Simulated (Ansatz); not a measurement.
RuS$_{2}$:
```yaml
crystal:
  lattice:
    - [5.58036, 0.00000, 0.00000]
    - [0.00000, 5.58036, 0.00000]
    - [0.00000, 0.00000, 5.58036]
  atoms:
    - { symbol: Ru, position: [0.00000, 0.00000, 0.00000] }
    - { symbol: Ru, position: [0.50000, 0.00000, 0.50000] }
    - { symbol: Ru, position: [0.50000, 0.50000, 0.00000] }
    - { symbol: Ru, position: [0.00000, 0.50000, 0.50000] }
    - { symbol: S, position: [0.38630, 0.38630, 0.38630] }
    - { symbol: S, position: [0.11370, 0.61370, 0.88630] }
    - { symbol: S, position: [0.88630, 0.11370, 0.61370] }
    - { symbol: S, position: [0.61370, 0.88630, 0.11370] }
    - { symbol: S, position: [0.61370, 0.61370, 0.61370] }
    - { symbol: S, position: [0.88630, 0.38630, 0.11370] }
    - { symbol: S, position: [0.11370, 0.88630, 0.38630] }
    - { symbol: S, position: [0.38630, 0.11370, 0.88630] }
```

The program Ansatz at the PBEsol level (PAW) gives a gap of 0.48 eV without spin–orbit coupling, maximum on the Γ–X line, 89 % of the way from Γ, minimum at Γ.

### Question
What happens when spin–orbit coupling is switched on?

### Answer
The gap shrinks by 0.01 eV, to 0.47 eV; maximum on the Γ–X line, 89 % of the way from Γ, minimum at Γ.

### Question
Give the electron effective mass with spin–orbit coupling.

### Answer
0.33 mₑ (isotropic).

### Question
Give the hole effective mass with spin–orbit coupling.

### Answer
0.57, 0.94, 2.6 mₑ (principal values).

Space group Pa-3. The PBEsol relaxation kept the symmetry of its start. No spin polarisation was allowed.

Potentials: the later of the program's two PAW sets.
